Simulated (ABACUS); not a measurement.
Worked example: self-consistent single point of SiO₂ (I-42d, 6 atoms in the cell; from Materials Project mp-546794) in ABACUS.

Method: LDA (PW92), numerical atomic orbitals DZP (confined pseudo-atomic orbitals with Gaussian additions; energy shift 0.01 Ry), PseudoDojo 0.4 standard norm-conserving LDA (tails mended) pseudopotentials (ABACUS).

```
CELL_PARAMETERS angstrom
     -2.47729     2.47729     3.65567
      2.47729    -2.47729     3.65567
      2.47729     2.47729    -3.65567
ATOMIC_POSITIONS crystal
  Si 0.00000 0.00000 0.00000
  Si 0.75000 0.25000 0.50000
  O  0.37500 0.22179 0.34679
  O  0.77821 0.12500 0.15321
  O  0.87500 0.02821 0.65321
  O  0.97179 0.62500 0.84679
```

Reference input (self-consistent single point, DFT, LDA (PW92), numerical atomic orbitals DZP (confined pseudo-atomic orbitals with Gaussian additions; energy shift 0.01 Ry), PseudoDojo 0.4 standard norm-conserving LDA (tails mended) pseudopotentials): basis = DZP numerical atomic orbitals, energy shift 0.01 Ry; KPT = Gamma 6 6 6 0 0 0; basis_type = lcao; dft_functional = PWLDA; ecutwfc = 100 Ry; smearing_method = fixed; potentials = PseudoDojo 0.4 standard norm-conserving LDA (tails mended); symmetry = 1; symmetry_prec = 1e-05; ks_solver = scalapack_gvx; scf_nmax = 100; scf_thr = 1.0e-07. This run's input differs from it in these lines:

```diff
@@ -19,2 +19,3 @@
 out_mul              1
+gamma_only           1
 device               cpu
@@ -53,7 +54,2 @@
    0.2446279272    0.5839660027    0.5414862458 1 1 1
-# file: KPT
-K_POINTS
-0
-Gamma
-6 6 6 0 0 0
```

Output (repeated stretches shortened):

```
 SELF-CONSISTENT
 -------------------------------------------

                  longest orb rcut (Bohr) = 6.9
   longest nonlocal projector rcut (Bohr) = 1.94
                     search radius (Bohr) = 13.8

                          real space grid = [ 64, 64, 64 ]
                                 init_chg = atomic

 LCAO ALGORITHM --------------- ION=   1  ELEC=   1--------------------------------

 Density error is 0.218680513873
 E_KohnSham     -148.6842776006      -2022.9533783826
 E_Fermi        -0.1987474934        -2.7040983737

 LCAO ALGORITHM --------------- ION=   1  ELEC=   2--------------------------------

   [... lines left out ...]

   [... 5 blocks of this kind left out ...]

 LCAO ALGORITHM --------------- ION=   1  ELEC=   8--------------------------------

 Density error is 1.35005266789e-06
 E_KohnSham     -149.3599180882      -2032.1459388130
 E_Fermi        0.0674307654         0.9174426297

 LCAO ALGORITHM --------------- ION=   1  ELEC=   9--------------------------------

 Density error is 7.80177326359e-08
 E_KohnSham     -149.3599180882      -2032.1459388131
 E_KS(sigma->0) -149.3599180882      -2032.1459388131
 E_entropy(-TS) 0.0000000000         0.0000000000
 E_Fermi        0.0674295769         0.9174264597
 charge density convergence is achieved
 final etot is -2032.1459388 eV
 EFERMI = 0.91742645973 eV

 STATE ENERGY(eV) AND OCCUPATIONS    NSPIN == 1
   [... 23 lines left out ...]

 TOTAL-FORCE (eV/Angstrom)
                       Si1         0.0000000000         0.0000000000         0.0000000000
                       Si2         0.0000000000         0.0000000000         0.0000000000
                        O1         1.3679571609         0.0000000000         0.0000000000
                        O2         0.0000000000        -1.3679571609         0.0000000000
                        O3        -1.3679571609         0.0000000000         0.0000000000
                        O4         0.0000000000         1.3679571609         0.0000000000

 TOTAL-STRESS (KBAR)
        26.4387589747         0.0000000000        -0.0000000000
         0.0000000000        26.4387589747         0.0000000000
        -0.0000000000        -0.0000000000        32.2766357484
 TOTAL-PRESSURE: 28.384718 KBAR

 --------------------------------------------
 !FINAL_ETOT_IS -2032.1459388131409014 eV
 --------------------------------------------
```

The run converged in 9 iterations. Against the reference run the free energy goes up by 367 meV/atom, the pressure goes from 0.30 to 2.84 GPa and the largest force goes from under 0.1 to 1.37 eV/Å.

The atom-centred basis is finite, which shifts total energies, pressures and forces against plane waves. This run is one point of a test of settings, so its values need not be converged; read them against the reference run alone. The structure comes from a collection of computed structures, made at another level of theory; the collection holds predicted forms beside known ones. With one or two k-points the zone of this small cell is coarsely sampled: energies, forces and stress carry that error and can break the symmetry, so a converged loop does not mean converged values.

Cost on one core: very roughly 11 core-seconds.

The atomic orbitals were generated for these runs; they are not ABACUS's published sets and were checked against plane waves on a few crystals only.

“Tails mended”: in these copies of the files the far tail of each local potential was reset to the Coulomb form.
